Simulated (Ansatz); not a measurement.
In₂Pt:
```
CELL_PARAMETERS angstrom
      0.00000     3.18694     3.18694
      3.18694     0.00000     3.18694
      3.18694     3.18694     0.00000
ATOMIC_POSITIONS crystal
  Pt 0.00000 0.00000 0.00000
  In 0.25000 0.25000 0.25000
  In 0.75000 0.75000 0.75000
```

Relaxed with PBEsol. Special points in fractions of this cell's reciprocal vectors: Γ (0.000, 0.000, 0.000); X (0.500, 0.000, 0.500); U (0.625, 0.250, 0.625); K (0.375, 0.375, 0.750); L (0.500, 0.500, 0.500); W (0.500, 0.250, 0.750).

### Question
List the band energies nearest the Fermi level at these points for PBEsol with spin–orbit coupling in the plane-wave PAW code Ansatz.

### Answer
In eV from the Fermi level; about four levels below and three above (degenerate sets whole), none deeper than 8.9 eV; points with the same levels are listed once.

```
k                    below                above
-  -----------------------  -------------------
Γ  -2.72 -2.72 -2.72 -2.72  1.01 1.01 3.62 3.62
X  -1.63 -1.63 -1.55 -1.55  1.59 1.59 3.53 3.53
U  -1.75 -1.75 -0.58 -0.58  2.46 2.46 5.43 5.43
L  -2.54 -2.54 -2.50 -2.50  1.04 1.04 1.79 1.79
W  -2.21 -2.21 -0.97 -0.97  4.72 4.72 4.76 4.76
```

Space group Fm-3m (fluorite or antifluorite type). The workflow started from an entry of the Crystallography Open Database (COD). Its standing as an ambient phase is unchecked. Symmetry was held in the PBEsol relaxation; its stability against distortions is not shown here. No spin polarisation was allowed.

Potentials: the later of the program's two PAW sets.
